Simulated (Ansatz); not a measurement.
A plane-wave DFT run in Ansatz 0.2.0 (scalar-relativistic PAW potentials unless the input names others): input and command.

```yaml
crystal:
  lattice:
    - [-1.8280533442, 1.8280533442, 3.8382071128]
    - [1.8280533442, -1.8280533442, 3.8382071128]
    - [1.8280533442, 1.8280533442, -3.8382071128]
  atoms:
    - { symbol: Zn, position: [0.660415757, 0.660415757, 0.0] }
    - { symbol: Zn, position: [0.339584243, 0.339584243, 0.0] }
    - { symbol: As, position: [0.0, 0.0, 0.0] }
basis:
  ecutwfc: 500
kpoints:
  mp_grid: { grid: [18, 18, 18] }
hamiltonian:
  xc: pbe96
scf:
  occupations: { method: gaussian, width: 0.1 }
  max_iter: 50
output:
  forces: true
  eigenvalues: true
  stress: true
```

```bash
ansatz run input.yaml --threads 1 --pin off --max-ram 2560MiB --backend cpu --events-out ev --progress --plain --runs-dir out
```

Task: Will this input run?

Result: The program refuses it, because of an unknown functional (hamiltonian.xc: "r2scan" → "pbe96"). With the sound run's settings it is accepted.

Abridged log:
```
Error: YAML parse error: error: line 15 column 7: hamiltonian.xc: unknown variant `pbe96`, expected one of `lda`, `lda-pw`, `pw92`, `pbe`, `pbesol`, `rpbe`, `revpbe`, `blyp`, `pbe0`, `revpbe0`, `b3lyp`, `b3lyp5`, `hse06`, `wpbeh`, `hiss`, `lc_wpbe`, `cam_b3lyp`, `hf`, `r2scan`, `r2scanh`, `r2scan0`, `r2scan50`, `mr2scan`
  --> <input>:15:7
   |
13 |   mp_grid: { grid: [18, 18, 18] }
14 | hamiltonian:
15 |   xc: pbe96
   |       ^ hamiltonian.xc: unknown variant `pbe96`, expected one of `lda`, `lda-pw`, `pw92`, `pbe`, `pbesol`, `rpbe`, `revpbe`, `blyp`, `pbe0`, `revpbe0`, `b3lyp`, `b3lyp5`, `hse06`, `wpbeh`, `hiss`, `lc_wpbe`, `cam_b3lyp`, `hf`, `r2scan`, `r2scanh`, `r2scan0`, `r2scan50`, `mr2scan`
16 | scf:
17 |   occupations: { method: gaussian, width: 0.1 }
   |
```